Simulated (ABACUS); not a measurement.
A self-consistent single point of GePd (Pm, 8 atoms in the cell; from Materials Project mp-1424, changed as shown) with ABACUS.

Level of theory: PBEsol, PseudoDojo 0.4 standard norm-conserving PBEsol (tails mended) pseudopotentials (plane waves; ABACUS 3.10.1).

The change in words: atom 1 moved by -0.04 angstrom along x. Reference geometry (Pnma):
```xyz
8
Lattice="5.7836 0.0000 0.0000 0.0000 3.5493 0.0000 0.0000 0.0000 6.2961" Properties=species:S:1:pos:R:3 pbc="T T T"
Ge     4.7113     2.6619     3.6380
Ge     1.0723     0.8873     2.6582
Ge     3.9641     0.8873     0.4899
Ge     1.8195     2.6619     5.8062
Pd     5.7617     2.6619     1.2025
Pd     0.0219     0.8873     5.0936
Pd     2.9136     0.8873     4.3506
Pd     2.8699     2.6619     1.9456
```

Reference input (self-consistent single point, DFT, PBEsol, plane waves, PseudoDojo 0.4 standard norm-conserving PBEsol (tails mended) pseudopotentials): KPT = Gamma 3 4 2 0 0 0; basis_type = pw; ecutwfc = 82 Ry; smearing_method = gaussian; smearing_sigma = 0.0146997 Ry; potentials = PseudoDojo 0.4 standard norm-conserving PBEsol (tails mended); symmetry = 1; ks_solver = dav; scf_nmax = 100; scf_thr = 1.0e-09 Ry; mixing_type = pulay. This run's input differs from it in these lines:

```diff
@@ -35,3 +35,3 @@
 4
-   4.7112961220    2.6619450000    3.6379784315 1 1 1
+   4.6712969519    2.6619450000    3.6379784315 1 1 1
    1.0722738780    0.8873150000    2.6581715685 1 1 1
```

Output, abridged:

```
 SELF-CONSISTENT
 -------------------------------------------
                                 init_chg = atomic

 PW ALGORITHM --------------- ION=   1  ELEC=   1--------------------------------

 Density error is 3.96956381769
                          Error Threshold = 0.01
 E_KohnSham     -1790.3993914279     -24359.6334191522
 E_Fermi        1.3362982891         18.1812709590

 PW ALGORITHM --------------- ION=   1  ELEC=   2--------------------------------

 Density error is 10.0381799449
                          Error Threshold = 0.00310122173257
 E_KohnSham     -1791.4357321095     -24373.7335574914
   [... lines left out ...]

 Density error is 2.7468352378e-09
                          Error Threshold = 1.5883512667e-11
 E_KohnSham     -1792.7879515534     -24392.1314468746
 E_Fermi        1.2210801886         16.6136482800

 PW ALGORITHM --------------- ION=   1  ELEC=  12--------------------------------

 Density error is 6.3090312586e-10
                          Error Threshold = 2.14596502953e-12
 E_KohnSham     -1792.7879515536     -24392.1314468774
 E_KS(sigma->0) -1792.7847921234     -24392.0884606239
 E_entropy(-TS) -0.0063188605        -0.0859725071
 E_Fermi        1.2210802637         16.6136493017
 charge density convergence is achieved
 final etot is -24392.131447 eV
 EFERMI = 16.613649302 eV

 STATE ENERGY(eV) AND OCCUPATIONS    NSPIN == 1
   [... 74 lines left out ...]

 TOTAL-FORCE (eV/Angstrom)
                       Ge1         0.3436616782         0.0000000000         0.0398143067
                       Ge2        -0.0951983748         0.0000000000         0.0661068425
                       Ge3        -0.0048629737         0.0000000000        -0.0475713277
                       Ge4        -0.0318981599         0.0000000000         0.0539789887
                       Pd1        -0.0473601305         0.0000000000        -0.0642322222
                       Pd2         0.0014853687         0.0000000000         0.0204474361
                       Pd3        -0.0256080095         0.0000000000        -0.0879123630
   [... lines left out ...]

 TOTAL-STRESS (KBAR)
       -15.2405612031         0.0000000000         0.9697821847
         0.0000000000       -32.1596571053         0.0000000000
         0.9697821847         0.0000000000       -23.0669703079
 TOTAL-PRESSURE: -23.489063 KBAR

 --------------------------------------------
 !FINAL_ETOT_IS -24392.1314468774471607 eV
 --------------------------------------------
```

The run converged in 12 iterations. Against the reference run the free energy is nearly the same (within 1 meV/atom), the pressure goes from -2.47 to -2.35 GPa and the largest force goes from 0.102 to 0.346 eV/Å.

The structure comes from a collection of computed structures, made at another level of theory; the collection holds predicted forms beside known ones. No clean gap shows at this smearing width and mesh (spacing up to 0.50 Å⁻¹); the mesh is coarse for partly filled bands, so the values carry mesh errors.

Cost on one core: very roughly 5 core-minutes.

“Tails mended”: in these copies of the files the far tail of each local potential was reset to the Coulomb form.
